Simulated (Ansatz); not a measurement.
MgTi$_{3}$N$_{3}$O in space group P4/mmm (No. 123; Pearson symbol tP8) at seven volumes, plane-wave PAW PBE (Ansatz code), shape and atoms relaxed at each. One row is withheld.

```tsv
V (Å³/atom)	P (GPa)
8.805	?
9.096	15.90
9.386	7.26
9.676	0.00
9.967	-6.03
10.257	-10.92
10.547	-14.65
```

Q: Fit the shown pressures and predict the withheld one.

A: P = (3/2)B₀(x^(7/2) − x^(5/2))[1 + (3/4)(B′ − 4)(x − 1)] with x = (V₀/V)^(2/3). Least squares on the six rows gives V₀ = 9.674 Å³/atom, B₀ = 218 GPa, B′ = 5.64. At V = 8.805, x = 1.0648 and P = 26.75 GPa. The run itself gave 26.17 GPa.

The start of the workflow was typed in or built on a structure type; neither database checked (COD, Materials Project) lists it. Whether it is the stable phase at ambient conditions was not checked. The cell was relaxed with PBE under the symmetry of its start; whether a distortion lowers the energy is not shown. The workflow began spin-polarised and lost its moments.

Potentials: the earlier of the program's two PAW sets.
